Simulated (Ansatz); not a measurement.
SiGe:
```
SiGe
1.0
    1.96221     1.13288     6.39973
   -1.96221     1.13288     6.39973
    0.00000    -2.26576     6.39973
Si Ge
2 2
Direct
  0.93882   0.93882   0.93882
  0.06118   0.06118   0.06118
  0.43597   0.43597   0.43597
  0.56403   0.56403   0.56403
```

Relaxed with r²SCAN.

**Question.** Give the Bader charges and basin volumes of the independent atoms, r²SCAN in the plane-wave PAW code Ansatz.

**Answer.** 

| atom | Bader charge (e) | Bader volume (Å³) |
|---|---|---|
| Si1 | +0.27 | 19.5 |
| Ge3 | -0.27 | 23.2 |

Space group R-3m. The start of the workflow was typed in or built on a structure type; neither database checked (COD, Materials Project) lists it. Its standing as an ambient phase is unchecked. The cell was relaxed with r²SCAN under the symmetry of its start; whether a distortion lowers the energy is not shown.

Potentials: the later of the program's two PAW sets.
